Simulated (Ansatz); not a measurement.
Cu:
```xyz
1
Lattice="0.0000 1.7818 1.7818 1.7818 0.0000 1.7818 1.7818 1.7818 0.0000" Properties=species:S:1:pos:R:3 pbc="T T T"
Cu     0.0000     0.0000     0.0000
```

Relaxed with PBEsol. Special points in fractions of this cell's reciprocal vectors: Γ (0.000, 0.000, 0.000); X (0.500, 0.000, 0.500); U (0.625, 0.250, 0.625); K (0.375, 0.375, 0.750); L (0.500, 0.500, 0.500); W (0.500, 0.250, 0.750).

Question: List the band energies nearest the Fermi level at these points for PBEsol (plane waves, PAW; program Ansatz).

Answer: In eV from the Fermi level; about four levels below and three above (degenerate sets whole), none deeper than 8.9 eV; … stands for higher levels left out; points with the same levels are listed once.

```tsv
k	below	above
Γ	-3.11 -3.11 -3.11 -2.21 -2.21	…
X	-4.62 -1.61 -1.44 -1.44	1.40 …
U	-4.25 -2.85 -2.07 -1.65	4.41 …
L	-3.14 -3.14 -1.59 -1.59 -1.19	…
W	-3.67 -3.67 -2.26 -1.44	…
```

Space group Fm-3m (fcc (Cu type)). Symmetry was held in the PBEsol relaxation. The run is not spin-polarised.

Potentials: the later of the program's two PAW sets.
